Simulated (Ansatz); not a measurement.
## Trial structures of Bi4Te: starts and ends

Computed with DFT PBE, scalar-relativistic, plane waves, PAW in Ansatz. Settings: cutoff 420 eV, Γ-centred meshes spaced at most about 0.3 Å⁻¹, and about 0.25 Å⁻¹ or finer for metals (2π included), Gaussian smearing. No spin polarisation in the final relaxations.

Each guess was relaxed in cell and atoms at zero pressure, within the symmetry of its start. All energies are static (0 K, no zero-point motion). Coordination counts Bi atoms around Te (those within 1.25 times the shortest such distance or 1.15 times the sum of covalent radii, 1.27 where that leaves under three; the shortest distance is added where it exceeds 1.18 times the sum of covalent radii).

| guess | made from | start group | V start (Å³/atom) | end group | V end (Å³/atom) | coordination at the end | gap on mesh (eV) | E over the lowest end (meV/atom) |
| --- | --- | --- | --- | --- | --- | --- | --- | --- |
| 1 | Hg4Pt type | Im-3m | 32.0 | Im-3m | 37.9 | Te 8 | 0 | 201 |
| 2 | random cell | P6/mmm | 37.5 | P6/mmm | 35.9 | Te 12 from 3.6 Å | 0 | 0 |
| 3 | SnI4 type | P-43m | 34.7 | P-43m | 41.2 | Te 4 | 0 | 246 |
| 4 | random cell | R32 | 33.1 | ? | ? | ? | ? | ? |

Guess 4 as it starts:

```
CELL_PARAMETERS angstrom
3.31073 1.91145 4.35281
-3.31073 1.91145 4.35281
0.00000 -3.82290 4.35281
ATOMIC_POSITIONS crystal
Bi 0.50000 0.50000 0.50000
Bi 0.56841 0.43159 0.00000
Bi 0.00000 0.56841 0.43159
Bi 0.43159 0.00000 0.56841
Te 0.00000 0.00000 0.00000
```

Q: Fill in the missing row: what does this guess relax into, and where does it rank?

A: It ends in space group R32 (No. 155), with a = 6.845 Å, c = 15.657 Å, 42.4 Å³/atom and no gap. It lies 94 meV/atom over the lowest end, above guess 2 and below guess 1. Counting Bi atoms around Te, this end has Te 3 and the lowest (guess 2) has Te 12 from 3.6 Å.

```yaml
crystal:
  lattice:
    - [3.42269, 1.97609, 5.21908]
    - [-3.42269, 1.97609, 5.21908]
    - [0.00000, -3.95218, 5.21908]
  atoms:
    - { symbol: Bi, position: [0.50000, 0.50000, 0.50000] }
    - { symbol: Bi, position: [0.55831, 0.44169, 0.00000] }
    - { symbol: Bi, position: [0.00000, 0.55831, 0.44169] }
    - { symbol: Bi, position: [0.44169, 0.00000, 0.55831] }
    - { symbol: Te, position: [0.00000, 0.00000, 0.00000] }
```

Formation energies are uncorrected and refer to the elements' standard structures at the same level.

Q: Is the lowest end bound against the elements?

A: No: its formation energy is +0.11 eV/atom. A positive value: parting into the elements would lower its energy.

These runs have no spin–orbit coupling, which can matter for Bi and Te. A magnetic state wasn't ruled out in cells without spin, among them P-43m. The reference form of Te is held partly by dispersion forces, which this level lacks. Cells relaxed within their symmetry can be saddle points. A lower structure may well exist outside this small set. Some structure types and database cells were kept out of the candidates from the start, so a known form may be missing.
